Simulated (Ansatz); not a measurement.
Al₂O₃ (corundum)

```yaml
crystal:
  lattice:
    - [2.38658, 1.37789, 4.33779]
    - [-2.38658, 1.37789, 4.33779]
    - [0.00000, -2.75579, 4.33779]
  atoms:
    - { symbol: Al, position: [0.35203, 0.35203, 0.35203] }
    - { symbol: Al, position: [0.14797, 0.14797, 0.14797] }
    - { symbol: Al, position: [0.64797, 0.64797, 0.64797] }
    - { symbol: Al, position: [0.85203, 0.85203, 0.85203] }
    - { symbol: O, position: [0.55585, 0.94415, 0.25000] }
    - { symbol: O, position: [0.25000, 0.55585, 0.94415] }
    - { symbol: O, position: [0.94415, 0.25000, 0.55585] }
    - { symbol: O, position: [0.44415, 0.05585, 0.75000] }
    - { symbol: O, position: [0.75000, 0.44415, 0.05585] }
    - { symbol: O, position: [0.05585, 0.75000, 0.44415] }
```

The volume is varied about the relaxed value V₀ at fixed cell shape. The atoms relax within the cell's symmetry.

Level of theory: PBEsol (plane waves to 420 eV, PAW, scalar-relativistic; Ansatz, a quantum-chemistry and plane-wave program). k mesh 8×8×8 (Γ-centred), Fermi-Dirac smearing 0.05 eV. The energy includes the smearing's −TS. Compression counts positive. With the shape held, the modulus is that of even scaling; a crystal free to change shape is softer. Al2O3 was relaxed with its symmetry unable to fall. The PAW data are Ansatz's earlier set. The zero of ΔE is the relaxed starting cell.

```tsv
V (Å³/atom)	ΔE (meV/atom)
8.045	25.8
8.131	17.6
8.216	withheld
8.302	6.2
8.388	2.7
8.473	0.7
8.559	0.0
8.644	0.6
8.730	2.5
8.816	5.5
8.901	9.7
8.987	14.9
9.072	21.1
```

Problem. Fit a third-order Birch-Murnaghan form (E₀, V₀, B₀, B₀′ free) to the given rows and predict ΔE at V = 8.216.

Solution. Least squares on the 12 given rows: ΔE = E₀ + (9V₀B₀/16)·y²·[2 + (B₀′ − 4)y], y = (V₀/V)^(2/3) − 1, with V₀ = 8.560 Å³/atom, B₀ = 242.0 GPa (160.2 GPa = 1 eV/Å³; the term in eV is multiplied by 1000), B₀′ = 3.71, E₀ = 0.01 meV/atom; root-mean-square residual 0.02 meV/atom. At 8.216 the fit gives 11.1 meV/atom; the calculation gives 11.1 meV/atom, the same to the digits shown. For the pressure the fit gives 10.7 GPa against the computed 10.7 GPa.

(Under strain, the slope of the energy per volume gives the stress and its curvature an elastic modulus.)
